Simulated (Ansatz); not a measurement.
Cs2KYCl6:
```
Cs2KYCl6
1.0
    0.00000     5.41138     5.41138
    5.41138     0.00000     5.41138
    5.41138     5.41138     0.00000
K Cs Y Cl
1 2 1 6
Direct
  0.50000   0.50000   0.50000
  0.75000   0.75000   0.75000
  0.25000   0.25000   0.25000
  0.00000   0.00000   0.00000
  0.76251   0.23749   0.23749
  0.23749   0.76251   0.76251
  0.23749   0.76251   0.23749
  0.76251   0.23749   0.76251
  0.23749   0.23749   0.76251
  0.76251   0.76251   0.23749
```

x, y and z are the axes in which the lattice vectors are written.

Question: Give the high-frequency dielectric tensor and the Born effective charge tensors of the independent atoms from DFPT, plane-wave PAW LDA (Ansatz code).

Answer: 
ε∞:
```
2.82  0.00  0.00
0.00  2.82  0.00
0.00  0.00  2.82
```
Z* of atom 1 (K), rows: field, columns: displacement, in e:
```
1.24  0.00  0.00
0.00  1.24  0.00
0.00  0.00  1.24
```
Z* of atom 2 (Cs), rows: field, columns: displacement, in e:
```
1.33  0.00  0.00
0.00  1.33  0.00
0.00  0.00  1.33
```
Z* of atom 4 (Y), rows: field, columns: displacement, in e:
```
3.38  0.00  0.00
0.00  3.38  0.00
0.00  0.00  3.38
```
Z* of atom 5 (Cl), rows: field, columns: displacement, in e:
```
-1.89   0.00   0.00
 0.00  -0.88   0.00
 0.00   0.00  -0.88
```

Space group Fm-3m. The workflow started from a Materials Project entry (that database holds measured and hypothetical structures alike); the Crystallography Open Database copy checked does not list it. Whether it is the stable phase at ambient conditions was not checked. The LDA relaxation kept the symmetry of its start. At this level the phase is dynamically unstable (imaginary phonons). No spin polarisation was allowed. Scalar-relativistic: spin–orbit coupling is off unless named, which matters more the heavier the elements.

Potentials: the later of the program's two PAW sets.
